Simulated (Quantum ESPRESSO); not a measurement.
# Strain and stress in AlSi2PC4

These are calculations, not measurements. They come from pw.x of Quantum ESPRESSO 7.5, a plane-wave density functional program, with PseudoDojo standard norm-conserving files (v0.5 for PBE, v0.4.1 for LDA and PBEsol). The cells are made up: elements, strain and atom displacements were drawn at random, and nothing was relaxed. There is no spin polarisation, spin-orbit coupling or dispersion term.

The cell has 8 sites of a zincblende or diamond lattice. Sites 1 to 4 hold Al Si Si P; sites 5 to 8 hold C C C C. Cell vectors in Å: (4.479, 0.057, 0.036); (0.056, 4.449, 0.015); (0.036, 0.015, 4.436). Settings: PBE, cutoff 1116 eV, 6 x 6 x 6 k mesh shifted by half a step, Fermi-Dirac smearing of 0.1 eV.

Each run adds a shear xy (given as the tensor component) to one cell, with the atoms carried along; the vectors above are those of run 3. Stress is positive in tension and P is minus a third of its trace. E is the free energy for each atom above the lowest run shown.

| run | strain (%) | s_xx (GPa) | s_yy (GPa) | s_zz (GPa) | s_xy (GPa) | P (GPa) | E (meV/atom) |
| --- | --- | --- | --- | --- | --- | --- | --- |
| 1 | -2.24 | 0.67 | 2.51 | 1.63 | -1.98 | -1.60 | 0.00 |
| 3 | 0.16 | -0.47 | 1.38 | 0.97 | 8.64 | -0.62 | 10.97 |
| 4 | 0.78 | -1.01 | 0.87 | 0.70 | 11.40 | -0.19 | 19.57 |
| 5 | 1.01 | -1.24 | 0.66 | 0.60 | 12.43 | 0.00 | 23.35 |
| 6 | 1.79 | -2.11 | -0.15 | 0.20 | 15.93 | 0.69 | 38.59 |
| 7 | 2.08 | -2.47 | -0.49 | 0.03 | 17.23 | 0.98 | 45.24 |
| 2 | -1.45 | ? | ? | ? | ? | ? | ? |

A rerun of one of these cells at 1347 eV and k mesh 8 x 8 x 8 moved values by no more than 0.003 eV in the cell's energy, 0.06 GPa in stress and 0.002 eV/Å in force.

## Worked fit

A parabola through the six runs shown gives s_xy = 7.93 + 4.45 e + 0.012 e² GPa, with e in per cent and a scatter of 0.01 GPa. The slope is a stiffness of 445 ± 1 GPa for each unit of this strain at e = 0, twice a shear constant under the stress shown, since the tensor component is half the shear angle. The atoms are clamped, and relaxing them would in general lower it. The error is the larger of the fit's own and the change that a cubic makes, rounded up.

## Withheld run

Question: what s_xy should run 2 give?

The fit gives 1.50 GPa. The calculation gave 1.50 GPa.

| run | strain (%) | s_xx (GPa) | s_yy (GPa) | s_zz (GPa) | s_xy (GPa) | P (GPa) | E (meV/atom) |
| --- | --- | --- | --- | --- | --- | --- | --- |
| 2 | -1.45 | 0.46 | 2.28 | 1.47 | 1.50 | -1.41 | -0.22 |